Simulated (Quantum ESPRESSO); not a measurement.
# Hf2TiO4F4: finding a planted mistake in a log

A calculation, not a measurement. The program is pw.x of Quantum ESPRESSO 7.5 (plane-wave density functional theory). The cell is made up: 11 atoms on a fluorite lattice with one site empty, with randomly drawn elements, strain and displacements, not relaxed. PseudoDojo standard norm-conserving files (v0.5 for PBE, v0.4.1 for LDA and PBEsol) set the functional; there is no spin polarisation, spin-orbit coupling or dispersion term, and the masses in the input are unused placeholders.

The hafnium pseudopotential is less sure than the others, with forces about 3 percent (worst 6) and pressure in oxides about 1.5 GPa (worst 2.7) from a second method in checks, which no rerun with the same files tests.

Intended input:

```
&control calculation='scf', pseudo_dir='./dojo.nc.sr.pbe.v0_5.standard.upf', outdir='./o', disk_io='low', tprnfor=.true., tstress=.true. /
&system ibrav=0, nat=11, ntyp=4, nbnd=50, ecutwfc=84.00895049, nosym=.true., tot_charge=0,
 occupations='smearing', smearing='fd', degauss=0.0018374661
/
&electrons conv_thr=7.350e-09, electron_maxstep=60, /
ATOMIC_SPECIES
F 1.0 F.upf
Hf 1.0 Hf.upf
O 1.0 O.upf
Ti 1.0 Ti.upf
CELL_PARAMETERS angstrom
4.9616 0.0 0.0
0.0 4.9616 0.0
0.0 0.0 4.9616
ATOMIC_POSITIONS angstrom
Hf -0.0238 2.5249 2.4735
Hf 2.4373 0.0166 2.4887
Ti 2.4376 2.5023 0.0588
O 1.2234 1.2211 1.1785
O 1.2451 1.247 3.6608
F 1.2721 3.7051 1.2601
F 1.2853 3.7387 3.6861
O 3.6843 1.2361 1.1969
F 3.7699 1.2316 3.6545
F 3.7643 3.7045 1.2769
O 3.718 3.7703 3.7754
K_POINTS automatic
5 5 5 1 1 1
```

The log is shortened where brackets say so; the opening notice, blank lines, dates and the lines on written files are dropped, and the path of the files is cut. It prints rydbergs, bohrs and kilobars, and counts compression as positive stress. Where no state is partly filled, the Fermi energy that it prints is only some level between the filled and the empty states on the mesh, and need not lie in the true gap.

Log of the intended run:

```
     Program PWSCF v.7.5
     Parallel version (MPI & OpenMP), running on       4 processor cores
     Number of MPI processes:                 4
     Threads/MPI process:                     1
     [start-up lines left out]
     bravais-lattice index     =            0
     lattice parameter (alat)  =       9.3761  a.u.
     unit-cell volume          =     824.2555 (a.u.)^3
     number of atoms/cell      =           11
     number of atomic types    =            4
     number of electrons       =        88.00
     number of Kohn-Sham states=           50
     kinetic-energy cutoff     =      84.0090  Ry
     charge density cutoff     =     336.0358  Ry
     scf convergence threshold =      7.3E-09
     mixing beta               =       0.7000
     number of iterations used =            8  plain     mixing
     Exchange-correlation= PBE
                           (   1   4   3   4   0   0   0)
     [axes and pseudopotential details left out]
   Cartesian axes
     site n.     atom                  positions (alat units)
         1        Hf     tau(   1) = (  -0.0047968   0.5088883   0.4985287  )
         2        Hf     tau(   2) = (   0.4912327   0.0033457   0.5015922  )
         3        Ti     tau(   3) = (   0.4912931   0.5043333   0.0118510  )
         4        O      tau(   4) = (   0.2465737   0.2461101   0.2375242  )
         5        O      tau(   5) = (   0.2509473   0.2513302   0.7378265  )
         6        F      tau(   6) = (   0.2563891   0.7467551   0.2539705  )
         7        F      tau(   7) = (   0.2590495   0.7535271   0.7429257  )
         8        O      tau(   8) = (   0.7425629   0.2491333   0.2412327  )
         9        F      tau(   9) = (   0.7598154   0.2482264   0.7365568  )
        10        F      tau(  10) = (   0.7586867   0.7466342   0.2573565  )
        11        O      tau(  11) = (   0.7493550   0.7598960   0.7609239  )
     number of k points=    63  Fermi-Dirac smearing, width (Ry)=  0.0018
                       cart. coord. in units 2pi/alat
        k(    1) = (   0.1000000   0.1000000   0.1000000), wk =   0.0320000
        k(    2) = (   0.1000000   0.1000000   0.3000000), wk =   0.0320000
     [further k points left out]
     Dense  grid:    85735 G-vectors     FFT dimensions: (  60,  60,  60)
     Estimated max dynamical RAM per process >     275.20 MB
     Estimated total dynamical RAM >       1.01 GB
     Initial potential from superposition of free atoms
     starting charge      87.9947, renormalised to      88.0000
     Starting wfcs are   62 randomized atomic wfcs
     total cpu time spent up to now is        4.7 secs
     per-process dynamical memory:   214.0 Mb
     Self-consistent Calculation
     iteration #  1     ecut=    84.01 Ry     beta= 0.70
     Davidson diagonalization with overlap
     ethr =  1.00E-02,  avg # of iterations =  2.0
     total cpu time spent up to now is       12.7 secs
     total energy              =    -672.72313093 Ry
     estimated scf accuracy    <       4.16772629 Ry
     iteration #  2     ecut=    84.01 Ry     beta= 0.70
     Davidson diagonalization with overlap
     ethr =  4.74E-03,  avg # of iterations =  5.8
     total cpu time spent up to now is       25.3 secs
     total energy              =    -668.09588480 Ry
     estimated scf accuracy    <      60.18762273 Ry
     [iterations 3 to 15 left out]
     iteration # 16     ecut=    84.01 Ry     beta= 0.70
     Davidson diagonalization with overlap
     ethr =  9.81E-11,  avg # of iterations =  5.0
     total cpu time spent up to now is      158.7 secs
     total energy              =    -674.99360358 Ry
     estimated scf accuracy    <       0.00000002 Ry
     iteration # 17     ecut=    84.01 Ry     beta= 0.70
     Davidson diagonalization with overlap
     ethr =  1.73E-11,  avg # of iterations =  2.1
     total cpu time spent up to now is      166.7 secs
     End of self-consistent calculation
     [lines on levels left out]
     the Fermi energy is    10.3354 ev
!    total energy              =    -674.99360358 Ry
     estimated scf accuracy    <          1.7E-09 Ry
     smearing contrib. (-TS)   =      -0.00000002 Ry
     internal energy E=F+TS    =    -674.99360356 Ry
     The total energy is F=E-TS. E is the sum of the following terms:
     one-electron contribution =    -204.61418428 Ry
     hartree contribution      =     150.82534779 Ry
     xc contribution           =    -152.39681892 Ry
     ewald contribution        =    -468.80794815 Ry
     convergence has been achieved in  17 iterations
     Forces acting on atoms (cartesian axes, Ry/au):
     atom    1 type  2   force =    -0.01675250   -0.15221421    0.03489341
     atom    2 type  2   force =     0.04270563    0.16209238    0.00946541
     atom    3 type  4   force =     0.02433173   -0.19138406   -0.00176875
     atom    4 type  3   force =     0.03497079    0.08200761    0.00119914
     atom    5 type  3   force =     0.06801261    0.07185186   -0.00473943
     atom    6 type  1   force =     0.01554462    0.00126556   -0.02176964
     atom    7 type  1   force =    -0.02797932   -0.01886215    0.01855953
     atom    8 type  3   force =    -0.04276476    0.08368526    0.01300098
     atom    9 type  1   force =    -0.02035658    0.01954285    0.01224194
     atom   10 type  1   force =    -0.03082956    0.01821409   -0.02863192
     atom   11 type  3   force =    -0.04688266   -0.07619919   -0.03245066
     Total force =     0.362140     Total SCF correction =     0.000080
     Computing stress (Cartesian axis) and pressure
          total   stress  (Ry/bohr**3)                   (kbar)     P=       24.73
   0.00031660   0.00023988   0.00002113           46.57       35.29        3.11
   0.00023988   0.00008708   0.00026801           35.29       12.81       39.43
   0.00002113   0.00026801   0.00010061            3.11       39.43       14.80
     init_run     :      4.44s CPU      4.64s WALL (       1 calls)
     electrons    :    160.82s CPU    162.01s WALL (       1 calls)
     forces       :      1.77s CPU      1.79s WALL (       1 calls)
     stress       :      6.08s CPU      6.08s WALL (       1 calls)
     [timing details left out]
     PWSCF        :   2m53.25s CPU   2m54.72s WALL
     JOB DONE.
```

A second run was made from an input with one planted mistake. Its log:

```
     Program PWSCF v.7.5
     Parallel version (MPI & OpenMP), running on       4 processor cores
     Number of MPI processes:                 4
     Threads/MPI process:                     1
     [start-up lines left out]
     bravais-lattice index     =            0
     lattice parameter (alat)  =       9.3761  a.u.
     unit-cell volume          =     824.2555 (a.u.)^3
     number of atoms/cell      =           11
     number of atomic types    =            4
     number of electrons       =        89.00
     number of Kohn-Sham states=           51
     kinetic-energy cutoff     =      84.0090  Ry
     charge density cutoff     =     336.0358  Ry
     scf convergence threshold =      7.3E-09
     mixing beta               =       0.7000
     number of iterations used =            8  plain     mixing
     Exchange-correlation= PBE
                           (   1   4   3   4   0   0   0)
     [axes and pseudopotential details left out]
   Cartesian axes
     site n.     atom                  positions (alat units)
         1        Hf     tau(   1) = (  -0.0047968   0.5088883   0.4985287  )
         2        Hf     tau(   2) = (   0.4912327   0.0033457   0.5015922  )
         3        Ti     tau(   3) = (   0.4912931   0.5043333   0.0118510  )
         4        O      tau(   4) = (   0.2465737   0.2461101   0.2375242  )
         5        O      tau(   5) = (   0.2509473   0.2513302   0.7378265  )
         6        F      tau(   6) = (   0.2563891   0.7467551   0.2539705  )
         7        F      tau(   7) = (   0.2590495   0.7535271   0.7429257  )
         8        O      tau(   8) = (   0.7425629   0.2491333   0.2412327  )
         9        F      tau(   9) = (   0.7598154   0.2482264   0.7365568  )
        10        F      tau(  10) = (   0.7586867   0.7466342   0.2573565  )
        11        O      tau(  11) = (   0.7493550   0.7598960   0.7609239  )
     number of k points=    63  Fermi-Dirac smearing, width (Ry)=  0.0018
                       cart. coord. in units 2pi/alat
        k(    1) = (   0.1000000   0.1000000   0.1000000), wk =   0.0320000
        k(    2) = (   0.1000000   0.1000000   0.3000000), wk =   0.0320000
     [further k points left out]
     Dense  grid:    85735 G-vectors     FFT dimensions: (  60,  60,  60)
     Estimated max dynamical RAM per process >     278.65 MB
     Estimated total dynamical RAM >       1.03 GB
     Initial potential from superposition of free atoms
     starting charge      87.9947, renormalised to      89.0000
     Starting wfcs are   62 randomized atomic wfcs
     total cpu time spent up to now is        4.8 secs
     per-process dynamical memory:   216.8 Mb
     Self-consistent Calculation
     iteration #  1     ecut=    84.01 Ry     beta= 0.70
     Davidson diagonalization with overlap
     ethr =  1.00E-02,  avg # of iterations =  2.0
     total cpu time spent up to now is       13.1 secs
     total energy              =    -672.40589542 Ry
     estimated scf accuracy    <       3.28839635 Ry
     iteration #  2     ecut=    84.01 Ry     beta= 0.70
     Davidson diagonalization with overlap
     ethr =  3.69E-03,  avg # of iterations =  5.8
     total cpu time spent up to now is       25.9 secs
     total energy              =    -667.63713999 Ry
     estimated scf accuracy    <      43.70496635 Ry
     [iterations 3 to 17 left out]
     iteration # 18     ecut=    84.01 Ry     beta= 0.70
     Davidson diagonalization with overlap
     ethr =  5.68E-11,  avg # of iterations =  2.0
     total cpu time spent up to now is      186.8 secs
     total energy              =    -674.15471243 Ry
     estimated scf accuracy    <          8.1E-09 Ry
     iteration # 19     ecut=    84.01 Ry     beta= 0.70
     Davidson diagonalization with overlap
     ethr =  9.11E-12,  avg # of iterations =  5.3
     total cpu time spent up to now is      196.5 secs
     End of self-consistent calculation
     [lines on levels left out]
     the Fermi energy is    12.1873 ev
!    total energy              =    -674.15471243 Ry
     estimated scf accuracy    <          1.6E-09 Ry
     smearing contrib. (-TS)   =      -0.00228380 Ry
     internal energy E=F+TS    =    -674.15242864 Ry
     The total energy is F=E-TS. E is the sum of the following terms:
     one-electron contribution =    -204.30361365 Ry
     hartree contribution      =     152.50719396 Ry
     xc contribution           =    -153.54806080 Ry
     ewald contribution        =    -468.80794815 Ry
     convergence has been achieved in  19 iterations
     Forces acting on atoms (cartesian axes, Ry/au):
     atom    1 type  2   force =    -0.01094576   -0.18082008    0.02342073
     atom    2 type  2   force =     0.03482575    0.18937445   -0.00458540
     atom    3 type  4   force =     0.02763641   -0.14903311   -0.01401783
     atom    4 type  3   force =     0.01894746    0.05503829    0.03460462
     atom    5 type  3   force =     0.05186841    0.05203155   -0.02760415
     atom    6 type  1   force =     0.00087120    0.00903948   -0.00305065
     atom    7 type  1   force =    -0.02946649   -0.01552144    0.01191292
     atom    8 type  3   force =    -0.02683975    0.05809073    0.05604274
     atom    9 type  1   force =    -0.01763664    0.01806201    0.00968202
     atom   10 type  1   force =    -0.02186114    0.02150079   -0.02455652
     atom   11 type  3   force =    -0.02739944   -0.05776269   -0.06184848
     Total force =     0.350917     Total SCF correction =     0.000060
     Computing stress (Cartesian axis) and pressure
          total   stress  (Ry/bohr**3)                   (kbar)     P=      252.31
   0.00186089   0.00039049   0.00000376          273.75       57.44        0.55
   0.00039049   0.00160455   0.00014630           57.44      236.04       21.52
   0.00000376   0.00014630   0.00168005            0.55       21.52      247.14
     init_run     :      4.44s CPU      4.66s WALL (       1 calls)
     electrons    :    190.74s CPU    191.71s WALL (       1 calls)
     forces       :      1.82s CPU      1.83s WALL (       1 calls)
     stress       :      6.15s CPU      6.16s WALL (       1 calls)
     [timing details left out]
     PWSCF        :   3m23.32s CPU   3m24.58s WALL
     JOB DONE.
```

Question: what was wrong in the second input?

Answer: the cell has the wrong charge. The input lines that differ, file-writing options aside:

```
- &system ibrav=0, nat=11, ntyp=4, nbnd=50, ecutwfc=84.00895049, nosym=.true., tot_charge=0,
+ &system ibrav=0, nat=11, ntyp=4, nbnd=51, ecutwfc=84.00895049, nosym=.true., tot_charge=-1,
```

```
                                            intended run  run with the mistake
                          free energy (eV)     -9183.756             -9172.342
                    smearing term -TS (eV)        0.0000               -0.0311
                            pressure (GPa)          2.47                 25.23
            largest force component (eV/Å)         4.921                 4.869
largest change of a force component (eV/Å)                               1.107
                                iterations            17                    19
```

For scale, a rerun of the intended cell at a cutoff of 1437 eV and k mesh 7 x 7 x 7 moved values by no more than 0.003 eV in energy, 0.03 GPa in stress and 0.003 eV/Å in force. The charged cell sits in a uniform background, so its energy and stress rest on the program's zero of potential. The number of bands, nbnd, was set by rule from the electron count and the smearing, so it follows the mistake.